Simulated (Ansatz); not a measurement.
AlN:
```yaml
crystal:
  lattice:
    - [3.12080, 0.00000, 0.00000]
    - [-1.56040, 2.70269, 0.00000]
    - [0.00000, 0.00000, 10.11172]
  atoms:
    - { symbol: Al, position: [0.00000, 0.00000, 0.00141] }
    - { symbol: Al, position: [0.00000, 0.00000, 0.50141] }
    - { symbol: Al, position: [0.66667, 0.33333, 0.75033] }
    - { symbol: Al, position: [0.33333, 0.66667, 0.25033] }
    - { symbol: N, position: [0.00000, 0.00000, 0.81194] }
    - { symbol: N, position: [0.00000, 0.00000, 0.31194] }
    - { symbol: N, position: [0.66667, 0.33333, 0.56195] }
    - { symbol: N, position: [0.33333, 0.66667, 0.06195] }
```

Relaxed with PBE. Special points in fractions of this cell's reciprocal vectors: Γ (0.000, 0.000, 0.000); M (0.500, 0.000, 0.000); K (0.333, 0.333, 0.000); A (0.000, 0.000, 0.500); L (0.500, 0.000, 0.500); H (0.333, 0.333, 0.500).

List the band energies nearest the valence-band maximum at these points for PBE (plane waves, PAW; program Ansatz).

In eV from the valence-band maximum; about four levels below and three above (degenerate sets whole), none deeper than 8.9 eV; points with the same levels are listed once.

| k | below | above |
|---|---|---|
| Γ | -0.34 -0.34 -0.09 -0.09 0.00 | 4.00 6.15 6.43 |
| M | -1.28 -1.24 -0.75 -0.57 | 4.01 4.64 6.91 |
| K | -2.26 -1.47 -1.47 -0.74 | 5.84 5.84 7.32 7.32 |
| A | -0.17 -0.17 -0.17 -0.17 | 4.96 4.96 6.84 6.84 |
| L | -1.31 -1.31 -0.80 -0.80 | 4.57 4.57 6.55 6.55 |
| H | -1.40 -1.40 -1.26 -1.26 | 5.60 5.60 7.56 7.56 |

Space group P6_3mc. The cell is a constructed one: a structure type filled with these elements. Its sites differ from those of the usual phase in this space group: another stacking or structure type. The cell was relaxed with PBE under the symmetry of its start; phonons on a q-mesh show no instability.

Potentials: the later of the program's two PAW sets.
